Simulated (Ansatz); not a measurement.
**Equation of state of Bi**

Space group P6_3/mmc (No. 194). a = 4.539 Å, b = 4.539 Å, c = 11.829 Å, α = 90.00°, β = 90.00°, γ = 120.00°
```
atom  site  symmetry       x       y       z
  Bi    2c      -6m2  0.3333  0.6667  0.2500
```

The runs use the primitive cell with vectors (4.539, 0.000, 0.000), (-2.270, 3.931, 0.000), (0.000, 0.000, 11.829) Å, to which the k mesh refers.

It takes space group P6_3/mmc (No. 194, hexagonal). The conventional cell has a = 4.539 Å, b = 4.539 Å, c = 11.829 Å, α = 90.00°, β = 90.00°, γ = 120.00°.

The geometry is COD entry 9011614, unchecked; take it as a test cell.

Spin–orbit coupling is left out, though it moves levels of the heavy atoms by tenths of an eV or more.

Levels of theory: DFT, PBEsol, all-electron LAPW, scalar-relativistic (Ansatz 0.2.0); DFT, PBEsol, PAW with Ansatz's default frozen-core files, scalar-relativistic (Ansatz 0.2.0).

For LAPW: a Γ-centred 9×9×3 k mesh, Fermi–Dirac smearing of 0.03 eV, basis error target 0.5 meV/atom, no spin polarisation. PAW takes a cutoff of 420 eV at this cell (files made with PBE, cores remade for this functional). The Ansatz runs share mesh, smearing and spin set-up. Plane-wave (PAW) pressures include the program's estimate of the Pulay term.

The cell above is scaled evenly, with fractional coordinates and shape held.

```csv
V/V(cell),V (Å³/atom),"P, LAPW (GPa)","P, PAW (GPa)","free energy over the lowest listed, PAW (meV/atom)"
0.9400,99.197,-3.91,-3.91,0.0
0.9500,100.252,-3.85,-3.85,25.5
0.9600,101.307,-3.78,-3.78,50.7
0.9750,102.890,-3.69,-3.69,87.6
0.9800,103.418,-3.66,-3.66,99.7
0.9900,104.473,-3.60,-3.60,123.6
1.0000,105.528,-3.54,-3.54,147.0
1.0100,106.584,-3.48,-3.48,170.1
1.0200,107.639,-3.42,-3.42,192.8
1.0250,108.167,-3.39,-3.39,204.1
1.0400,109.749,-3.31,-3.31,237.1
1.0500,110.805,-3.25,-3.25,258.7
1.0600,111.860,-3.20,-3.20,280.0
```
